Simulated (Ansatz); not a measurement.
La on a Cu site + Cu on a La site in LaCuNi4

All numbers are calculated (r2SCAN, collinear spin, no spin-orbit coupling; Ansatz, PAW set soft_2, 500 eV, k-mesh 4×4×4 shifted by half a step), not measured.

The relaxed host crystal (no gap at this level of theory):

```
CELL_PARAMETERS angstrom
5.00162 0.00000 0.00000
-2.50081 4.33153 0.00000
0.00000 0.00000 3.93498
ATOMIC_POSITIONS crystal
Cu 0.00000 0.00000 0.00000
La 0.66667 0.33333 0.00000
Ni 0.33333 0.66667 0.00000
Ni 0.66512 0.83256 0.50000
Ni 0.16744 0.83256 0.50000
Ni 0.16744 0.33488 0.50000
```

Supercell of 18 atoms, rows of the matrix [[1,0,1],[0,1,1],[-1,-1,1]] times the cell vectors; La on a Cu site at (0.000, 0.000, 0.000); Cu on a La site at (-0.333, -0.667, 0.000) in fractions of the cell above. Atoms are relaxed at the host's cell, from a start shaken by 0.03 Å near the defect.

**Question.** How does the lattice relax around the defect?

**Answer.** The largest move of an atom from its ideal place is 1.3 Å, so the cell rearranged and didn't merely relax: around the ideal place of the first change lie La 1.23 Å, Ni 2.40 Å, Ni 2.43 Å, Ni 2.52 Å, Ni 2.53 Å, Ni 2.59 Å, against Ni 2.44 Å, Ni 2.44 Å, Ni 2.44 Å, Ni 2.44 Å, Ni 2.44 Å, Ni 2.44 Å in the perfect crystal.

| charge | moment of the cell (μB) | gap of the cell on the mesh (eV) |
| --- | --- | --- |
| 0 | 2.32 | 0.00 |

At charge 0 the unpaired electrons sit on atoms with moments (μB): 6 Ni of 0.28 to 0.40.

No formation energy is given, since most atoms moved, by that rearrangement or by a distortion of the host itself.

Relaxed cell at charge 0:

```
LaCuNi4 La_Cu+Cu_La charge 0
1.0
     5.0016    0.0000    3.9350
    -2.5008    4.3315    3.9350
    -2.5008   -4.3315    3.9350
La Cu Ni
3 3 12
Direct
  0.2719 0.2054 0.4748
  0.6376 0.3251 0.9946
  0.0041 0.6923 0.3107
  0.6885 0.6685 0.6520
  0.0482 0.0236 0.9237
  0.4320 0.9250 0.7543
  0.3318 0.6678 0.0093
  0.6322 0.9851 0.3619
  0.9567 0.3589 0.6905
  0.3358 0.5533 0.6602
  0.6917 0.8427 0.0056
  0.9508 0.1667 0.2687
  0.0106 0.6873 0.8206
  0.3429 0.0076 0.1266
  0.6706 0.3485 0.4756
  0.1662 0.3561 0.9842
  0.4953 0.6686 0.3242
  0.8146 0.0204 0.6547
```

Caveats: most atoms moved far, the host may distort by itself; small supercell, so energies and levels can be off by tenths of an eV; one random start near the defect, so other minima are possible.
